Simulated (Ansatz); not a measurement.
Data:

Mg (hcp, Mg type)

```cif
data_Mg2
_chemical_formula_sum 'Mg2'
_space_group_name_H-M_alt 'P 1'
_space_group_IT_number 1
_cell_length_a 3.18616
_cell_length_b 3.18616
_cell_length_c 5.22349
_cell_angle_alpha 90.000
_cell_angle_beta 90.000
_cell_angle_gamma 120.000
loop_
_space_group_symop_operation_xyz
  'x, y, z'
loop_
_atom_site_label
_atom_site_type_symbol
_atom_site_fract_x
_atom_site_fract_y
_atom_site_fract_z
_atom_site_occupancy
Mg1 Mg 0.33333 0.66667 0.75000 1
Mg2 Mg 0.66667 0.33333 0.25000 1
```

The volume is varied about the relaxed value V₀ at fixed cell shape. Symmetry pins the atoms to their sites.

Computed with PBE (plane waves to 420 eV, PAW, scalar-relativistic; Ansatz, an electronic-structure program). k mesh 17×17×9 (Γ-centred), Fermi-Dirac smearing 0.05 eV. Energies are smeared free energies. Stress and pressure are positive under compression. With the shape held, the modulus is that of even scaling; a crystal free to change shape is softer. Mg was relaxed with its symmetry unable to fall. The PAW data are Ansatz's earlier set. ΔE is measured from the relaxed starting cell.

The scan covers V/V₀ from 0.840 to 1.160 in 9 points.

Problem. What is ΔE at V/V₀ = 0.840?

Solution. 88 meV/atom.

Problem. What is ΔE at V/V₀ = 1.160?

Solution. 51 meV/atom.

Problem. What pressure does the cell carry at V/V₀ = 0.840?

Solution. 8.9 GPa.

(A scan under strain: stresses follow from slopes of the energy per volume, elastic moduli from its curvatures.)
